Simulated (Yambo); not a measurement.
Yambo run on KMgH3 (cubic perovskite, space group Pm-3m, No. 221). The wavefunctions are PBEsol (pw.x of Quantum ESPRESSO, ONCV potentials, no spin-orbit coupling) ones on a 4×4×4 mesh (11 occupied bands); a = b = c = 3.9881 Å, α = β = γ = 90.00°.

Yambo input:

```
rim_cut
gw0
dyson
el_el_corr
HF_and_locXC
ppa
em1d
RandQpts= 1000000
RandGvec= 1 Ry
EXXRLvcs= 84 Ry
VXCRLvcs= 336 Ry
Chimod= "HARTREE"
% BndsRnXp
 5 | 115 |
%
NGsBlkXp= 3 Ry
% LongDrXp
 1.0 | 1.0 | 1.0 |
%
PPAPntXp= 27.2114 eV
% GbndRnge
 1 | 115 |
%
GTermKind= "BG"
DysSolver= "n"
ExtendOut
% QPkrange
 3 | 3 | 11 | 11 |
 10 | 10 | 11 | 12 |
%
```

k points by index: 3 = X, 10 = R.

Table of the .qp output:

```
#    K-point    Band    Eo [eV]    E [eV]    E-Eo [eV]    Vxc [eV]    Vnlxc [eV]    Sc|Eo [eV]    Sc|E [eV]    dSc/dw|Eo [eV]    Re(Z)    Im(Z)
#
    3    11    0.000000    -1.252405    -1.252405    -11.11226    -14.39558    1.729717    2.030908    -6.543402    0.806146    -0.001507
    10    11    -2.178485    -3.606267    -1.427782    -10.53210    -14.52215    2.191306    2.562266    -7.069619    0.793774    -0.708606E-3
    10    12    2.326225    3.124153    0.797928    -9.518401    -5.452293    -3.105822    -3.268179    -5.535954    0.830947    -0.001311
```
(The two width columns are left out.) Convergence of these settings isn't established.

Geometry of the Materials Project entry, not relaxed at this level.
